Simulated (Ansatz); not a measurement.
## Fixed-spin-moment curve of Fe

The cell (1 atom) is Fe as an experimental structure (space group Im-3m). Source: COD entry 9013479, which need not be the ambient phase.

```yaml
crystal:
  lattice:
    - [-1.44550, 1.44550, 1.44550]
    - [1.44550, -1.44550, 1.44550]
    - [1.44550, 1.44550, -1.44550]
  atoms:
    - { symbol: Fe, position: [0.00000, 0.00000, 0.00000] }
```

Atoms are numbered from 1 in the order listed.

All numbers below come from DFT, PBEsol+U, PAW, plane waves, scalar-relativistic in Ansatz.

```
Hubbard term (Dudarev form) : U − J = 5.3 eV on Fe d, on Löwdin-orthonormalised all-electron atomic orbitals
Plane-wave cutoff           : 420 eV
k-point mesh                : 12×12×12 (Γ-centred)
Occupations                 : Fermi–Dirac smearing, 0.1 eV
```

Moments by site are taken inside atomic spheres; the rest lies between them.

A static U favours moments and orbital order; the result depends on U and need not be the measured state. The U is a test value, not one fitted to this metal, and a U on a metal's d shells tends to overstate moments.

For a metal this mesh leaves errors of several meV/atom.

The total moment of the cell is held fixed (separate Fermi levels for the two spins), shared at the start among the Fe atoms with one sign; no search for lower states follows. Energies are free energies per cell above the lowest run, the runs with a free moment included. Each row is one local solution, which need not be the lowest state at that M. The run at M = 0 starts without moments and gives the spin-unpolarised solution. The cell holds one magnetic atom, so only parallel order fits; orders in a larger cell may lie lower.

The run at M = 2.46 μB took 1.4 s on 2 threads of Intel(R) Xeon(R) Platinum 8375C CPU @ 2.90GHz (Ice Lake) (shared host), peak memory 0.33 GiB.

```tsv
fixed M (μB/cell)	F − F(lowest) (meV/cell)	moments of Fe1 (μB)	absolute moment (μB)
0.00	2102	0.00	0.00
0.62	1344	0.62	1.27
1.23	1044	1.21	1.39
1.85	653	1.95	2.09
2.46	142	2.61	2.78
3.08	?	?	?
3.69	643	3.55	3.69
4.31	?	?	?
4.92	4087	4.37	4.92
```

At M = 0.62 μB the absolute moment far exceeds M, as opposite spins partly cancel within or between atoms, so the M = 0 row needn't join the others.

(1) Fill in the row for M = 3.08 μB.

(2) Fill in the row for M = 4.31 μB.

(3) Where do runs with a free total moment end?

## Answers

(1) 64 meV; moments Fe1 3.10 μB; absolute moment 3.17 μB.

(2) 2095 meV; moments Fe1 3.94 μB; absolute moment 4.31 μB.

(3) “usual moment scaled by 0.1, free total moment [Fe1 0.40 μB]” ends at 2.82 μB, 0 meV; “usual moment, free total moment [Fe1 4.00 μB]” ends at 2.82 μB, 0 meV.
